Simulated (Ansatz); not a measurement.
**Band table of Ba (diamond type)**

```
CELL_PARAMETERS angstrom
0.00000 2.79622 2.79622
2.79622 0.00000 2.79622
2.79622 2.79622 0.00000
ATOMIC_POSITIONS crystal
Ba 0.87500 0.87500 0.87500
Ba 0.12500 0.12500 0.12500
```

The cell comes from a relaxation on PAW files under the same functional, begun from a prototype that needn't be the stable phase.

All numbers are PBEsol results (scalar-relativistic) from Ansatz 0.2.0, with a Γ-centred 9×9×9 k mesh, Fermi–Dirac smearing of 0.05 eV, no spin polarisation. Methods: LAPW: all electrons, basis error target 1 meV/atom.

This run: volume at 0.43 of the series' base cell.

Spin–orbit coupling is left out, which matters for the heavy atoms. The structure type is held throughout; the real material can change phase at far lower pressure.

Path points, in fractions of the reciprocal vectors: Γ (0.000, 0.000, 0.000), X (0.500, 0.000, 0.500), U (0.625, 0.250, 0.625), K (0.375, 0.375, 0.750), L (0.500, 0.500, 0.500), W (0.500, 0.250, 0.750). The distance column jumps between branches of the path. Levels in eV from the Fermi level; bands 20 to 32, counted from the lowest band of the run. The gap is zero, the pressure 122.2 GPa.

```
# k(1/Å) point b20 b21 b22 b23 b24 b25 b26 b27 b28 b29 b30 b31 b32
0.000 Γ -23.62 -16.09 -16.09 -16.09 -11.50 -11.50 -11.50 -1.56 -0.23 -0.23 2.64 2.64 2.64
0.140 - -23.78 -16.19 -16.19 -15.92 -11.55 -11.34 -11.34 -1.40 -0.53 -0.18 2.74 2.74 2.90
0.281 - -24.23 -16.44 -16.44 -15.49 -11.68 -10.90 -10.90 -1.17 -0.93 -0.03 3.03 3.03 3.47
0.421 - -24.86 -16.76 -16.76 -14.90 -11.86 -10.28 -10.28 -1.79 -0.25 0.22 3.50 3.50 4.09
0.562 - -25.59 -17.08 -17.08 -14.27 -12.06 -9.56 -9.56 -2.23 0.46 0.56 4.05 4.05 4.47
0.702 - -26.37 -17.37 -17.37 -13.70 -12.24 -8.83 -8.83 -2.39 0.87 0.99 3.27 3.27 4.68
0.843 - -27.14 -17.58 -17.58 -13.24 -12.39 -8.16 -8.16 -2.22 0.62 1.50 2.32 2.32 4.04
0.983 - -27.88 -17.72 -17.72 -12.92 -12.54 -7.68 -7.68 -1.73 -0.12 1.66 1.66 2.08 3.37
1.124 X -28.59 -17.76 -17.76 -12.70 -12.70 -7.51 -7.51 -0.99 -0.99 1.41 1.41 2.71 2.71
1.173 - -28.58 -17.77 -17.76 -12.71 -12.67 -7.52 -7.52 -1.04 -0.96 1.37 1.48 2.72 2.75
1.223 - -28.55 -17.80 -17.74 -12.73 -12.58 -7.57 -7.55 -1.20 -0.90 1.24 1.67 2.77 2.86
1.272 - -28.51 -17.85 -17.72 -12.76 -12.43 -7.64 -7.59 -1.40 -0.80 1.06 1.93 2.85 3.02
1.322 - -28.46 -17.91 -17.70 -12.80 -12.24 -7.73 -7.65 -1.64 -0.65 0.85 2.23 2.96 3.19
1.372 - -28.39 -17.97 -17.66 -12.86 -12.02 -7.85 -7.72 -1.86 -0.49 0.63 2.56 3.10 3.36
1.421 - -28.30 -18.03 -17.62 -12.94 -11.77 -8.00 -7.80 -2.07 -0.29 0.41 2.88 3.25 3.54
1.471 - -28.20 -18.08 -17.57 -13.02 -11.52 -8.15 -7.88 -2.25 -0.08 0.19 3.18 3.43 3.71
1.521 U -28.08 -18.12 -17.51 -13.12 -11.26 -8.32 -7.96 -2.38 -0.03 0.13 3.45 3.62 3.88
2.209 K -28.08 -18.12 -17.51 -13.12 -11.26 -8.32 -7.96 -2.38 -0.03 0.13 3.45 3.62 3.88
2.358 - -27.64 -18.15 -17.32 -13.49 -10.62 -8.89 -8.21 -2.42 -0.61 0.70 3.82 4.26 4.35
2.507 - -27.08 -18.02 -17.08 -13.93 -10.33 -9.48 -8.49 -1.84 -1.06 0.78 3.50 3.96 4.40
2.656 - -26.43 -17.74 -16.83 -14.41 -10.39 -10.05 -8.87 -1.33 -0.84 0.29 3.09 3.63 4.72
2.805 - -25.70 -17.36 -16.59 -14.88 -10.65 -10.55 -9.44 -1.39 -0.19 -0.12 3.21 3.26 4.64
2.954 - -24.96 -16.92 -16.38 -15.33 -10.97 -10.95 -10.13 -1.24 -0.40 -0.32 2.89 3.72 4.41
3.102 - -24.29 -16.50 -16.22 -15.71 -11.26 -11.25 -10.82 -0.89 -0.89 -0.38 2.71 3.10 3.98
3.251 - -23.80 -16.20 -16.12 -15.98 -11.44 -11.44 -11.32 -1.38 -0.46 -0.28 2.64 2.75 3.05
3.400 Γ -23.62 -16.09 -16.09 -16.09 -11.50 -11.50 -11.50 -1.56 -0.23 -0.23 2.64 2.64 2.64
3.522 - -23.74 -16.13 -16.13 -16.04 -11.44 -11.44 -11.43 -1.44 -0.33 -0.33 2.57 2.85 2.85
3.644 - -24.08 -16.24 -16.24 -15.92 -11.25 -11.25 -11.19 -1.10 -0.53 -0.53 2.42 3.40 3.40
3.765 - -24.57 -16.38 -16.38 -15.80 -10.98 -10.98 -10.77 -0.71 -0.71 -0.67 2.31 4.14 4.14
3.887 - -25.14 -16.54 -16.54 -15.73 -10.69 -10.69 -10.18 -0.75 -0.75 -0.32 2.33 4.83 4.83
4.009 - -25.72 -16.69 -16.69 -15.71 -10.41 -10.41 -9.48 -0.63 -0.63 -0.19 2.20 3.93 3.93
4.130 - -26.23 -16.80 -16.80 -15.72 -10.19 -10.19 -8.76 -0.33 -0.33 -0.23 1.56 2.99 2.99
4.252 - -26.59 -16.88 -16.88 -15.73 -10.04 -10.04 -8.21 -0.35 0.11 0.11 0.94 2.13 2.13
4.373 L -26.73 -16.90 -16.90 -15.74 -9.99 -9.99 -7.99 -0.42 0.42 0.42 0.72 1.68 1.68
4.473 - -26.77 -17.08 -16.93 -15.51 -10.03 -9.94 -8.01 -0.60 0.23 0.36 0.95 1.81 1.96
4.572 - -26.88 -17.40 -17.00 -15.03 -10.14 -9.76 -8.05 -1.03 -0.03 0.34 1.33 2.16 2.55
4.671 - -27.06 -17.69 -17.12 -14.48 -10.32 -9.49 -8.11 -1.50 -0.27 0.40 1.80 2.66 3.20
4.771 - -27.30 -17.91 -17.27 -13.93 -10.55 -9.16 -8.17 -1.88 -0.49 0.52 2.31 3.26 3.80
4.870 - -27.59 -18.03 -17.44 -13.40 -10.84 -8.82 -8.21 -2.10 -0.71 0.68 2.74 3.91 4.32
4.969 - -27.91 -18.07 -17.62 -12.90 -11.18 -8.53 -8.22 -2.12 -0.97 0.91 2.71 4.29 4.73
5.069 - -28.25 -18.03 -17.79 -12.43 -11.57 -8.34 -8.22 -1.94 -1.29 1.23 2.20 4.66 5.05
5.168 W -28.58 -17.93 -17.93 -11.98 -11.98 -8.25 -8.25 -1.63 -1.63 1.66 1.66 5.16 5.16
5.238 - -28.58 -17.92 -17.92 -12.02 -12.02 -8.21 -8.21 -1.62 -1.62 1.65 1.65 4.82 4.82
5.308 - -28.58 -17.91 -17.91 -12.10 -12.10 -8.12 -8.12 -1.56 -1.56 1.63 1.63 4.40 4.40
5.379 - -28.58 -17.88 -17.88 -12.23 -12.23 -7.99 -7.99 -1.48 -1.48 1.61 1.61 3.98 3.98
5.449 - -28.58 -17.85 -17.85 -12.36 -12.36 -7.85 -7.85 -1.37 -1.37 1.57 1.57 3.58 3.58
5.519 - -28.58 -17.82 -17.82 -12.50 -12.50 -7.71 -7.71 -1.24 -1.24 1.53 1.53 3.23 3.23
5.589 - -28.59 -17.79 -17.79 -12.60 -12.60 -7.60 -7.60 -1.12 -1.12 1.48 1.48 2.95 2.95
5.659 - -28.59 -17.77 -17.77 -12.67 -12.67 -7.53 -7.53 -1.02 -1.02 1.43 1.43 2.77 2.77
5.730 X -28.59 -17.76 -17.76 -12.70 -12.70 -7.51 -7.51 -0.99 -0.99 1.41 1.41 2.71 2.71
```
